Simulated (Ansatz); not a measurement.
K3Pd: computed DOS

```cif
data_structure
_symmetry_space_group_name_H-M 'P 1'
_symmetry_Int_Tables_number 1
_cell_length_a 5.4450
_cell_length_b 5.4450
_cell_length_c 5.4450
_cell_angle_alpha 90.000
_cell_angle_beta 90.000
_cell_angle_gamma 90.000
_cell_volume 161.43
loop_
_atom_site_label
_atom_site_type_symbol
_atom_site_fract_x
_atom_site_fract_y
_atom_site_fract_z
_atom_site_occupancy
K1 K 0.50000 0.50000 0.00000 1
K2 K 0.50000 0.00000 0.50000 1
K3 K 0.00000 0.50000 0.50000 1
Pd1 Pd 0.00000 0.00000 0.00000 1
```

The runs use the primitive cell with vectors (5.445, 0.000, 0.000), (0.000, 5.445, 0.000), (0.000, 0.000, 5.445) Å, to which the k mesh refers.

Structure from Materials Project entry mp-1064508 (possibly hypothetical), not relaxed further.

Spin polarisation is left out, and whether a magnetic state lies lower isn't shown here.

Theory: DFT, PBE, all-electron LAPW, scalar-relativistic (Ansatz 0.2.0).

The runs use a Γ-centred 6×6×6 k mesh, Fermi–Dirac smearing of 0.05 eV, basis error target 1 meV/atom, no spin polarisation.

States per eV and cell, averaged over 0.4 eV, from -2.6 to 1.2 eV, with energies (bin centres) from the Fermi level; empty bins are left out. The partial columns, the largest 3 alone, are projections on Löwdin-orthogonalised atomic shells (those that the program's projection atoms carry: the occupied ones and, for some elements, an empty d or f shell; other empty shells have no column), summed over atoms of an element. Weights on diffuse s and p shells depend on that basis and aren't pure angular character.

```json
{"E (eV)": "-2.5", "total": "0.33", "Pd 4d": "0.00", "K 4s": "0.29", "K 3p": "0.00"}
{"E (eV)": "-2.1", "total": "0.80", "Pd 4d": "0.02", "K 4s": "0.69", "K 3p": "0.01"}
{"E (eV)": "-1.7", "total": "1.63", "Pd 4d": "0.24", "K 4s": "1.19", "K 3p": "0.02"}
{"E (eV)": "-1.3", "total": "15.86", "Pd 4d": "14.20", "K 4s": "1.26", "K 3p": "0.03"}
{"E (eV)": "-0.9", "total": "11.42", "Pd 4d": "9.75", "K 4s": "0.66", "K 3p": "0.02"}
{"E (eV)": "-0.5", "total": "0.71", "Pd 4d": "0.12", "K 4s": "0.47", "K 3p": "0.01"}
{"E (eV)": "-0.1", "total": "2.55", "Pd 4d": "0.18", "K 4s": "1.54", "K 3p": "0.02"}
{"E (eV)": "0.3", "total": "1.49", "Pd 4d": "0.06", "K 4s": "0.73", "K 3p": "0.01"}
{"E (eV)": "0.7", "total": "1.23", "Pd 4d": "0.03", "K 4s": "0.82", "K 3p": "0.01"}
{"E (eV)": "1.1", "total": "3.04", "Pd 4d": "0.07", "K 4s": "1.57", "K 3p": "0.01"}
```

Problem. Where is the centre of the filled Pd 4d states between -14 eV and the top of the filled states?

Solution. -1.12 eV from the Fermi level.
